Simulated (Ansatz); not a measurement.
# Stationary points along a deformation path in SnSe₂

These are results of Ansatz 0.2.0, DFT r2SCAN, scalar-relativistic, plane waves, PAW, not measurements. Cutoff 500 eV, Γ-centred 12×12×6 k-points, Gaussian smearing of 0.05 eV. No spin polarisation. Energies are free energies at this smearing, counted from the undisturbed cell; pressure is positive in compression.

The undisturbed cell (relaxed at this level):

```
Sn Se
1.0
     3.84057    0.00000    0.00000
    -1.92028    3.32603    0.00000
     0.00000    0.00000    6.52330
Sn Se
1 2
Direct
  0.00000 0.00000 0.00000
  0.33333 0.66667 0.24127
  0.66667 0.33333 0.75873
```

The cell holds layers and no dispersion correction was added, so their binding is poorly described.

At fixed volume and fractional coordinates, lengths along (0.000, 0.000, 1.000) are scaled against those across it; ρ is that ratio over its starting value. V = 27.776 Å³/atom. Δσ is the stress along the axis less the mean stress across it (compression positive).

| ρ | ΔE (meV/atom) | Δσ (GPa) | space group |
| --- | --- | --- | --- |
| 0.800 | 134.6 | 8.23 | P-3m1 |
| 0.850 | 79.6 | 7.25 | P-3m1 |
| 0.920 | 23.8 | 4.62 | P-3m1 |
| 0.960 | 6.1 | 2.50 | P-3m1 |
| 1.000 | 0.0 | 0.01 | P-3m1 |
| 1.050 | 9.7 | -3.56 | P-3m1 |
| 1.100 | 39.3 | -7.53 | P-3m1 |
| 1.200 | 157.5 | -16.17 | P-3m1 |
| 1.300 | 340.3 | -22.88 | P-3m1 |

Q: How does the stress give the slope of the energy, and where is the energy stationary?

A: Along the path d ln(length) is 2/3 d ln ρ on the axis and −1/3 d ln ρ across it, so dE/d ln ρ = −(2/3) V Δσ: the energy falls with ρ where Δσ is positive. Δσ vanishes or changes sign at ρ = 1.000 (P-3m1), a minimum at 0.0 meV/atom. Pairs of stationary points between two samples would go unseen, and could change a minimum read from distant neighbours into a maximum.

Q: Integrate that slope from ρ = 1 to 0.850 by the trapezoid rule.

A: With V/N in Å³ and 1 eV/Å³ = 160.2 GPa the slopes at ρ = 1.000, 0.960, 0.920, 0.850 are -1, -289, -534, -838 meV/atom per unit of ln ρ. The steps add 5.9 + 17.5 + 54.3 = 77.8 meV/atom, against 79.6 from the energies; the trapezoid rule misses the curvature of the slope within each step.

Forces appear on the atoms along this scan, and letting them relax would lower the energy and soften the response. The gap closes along the scan, which can put kinks into the curve.

Cost: 9 runs of about 4.3 core-minutes in all, on Arm Neoverse V2 (shared hosts).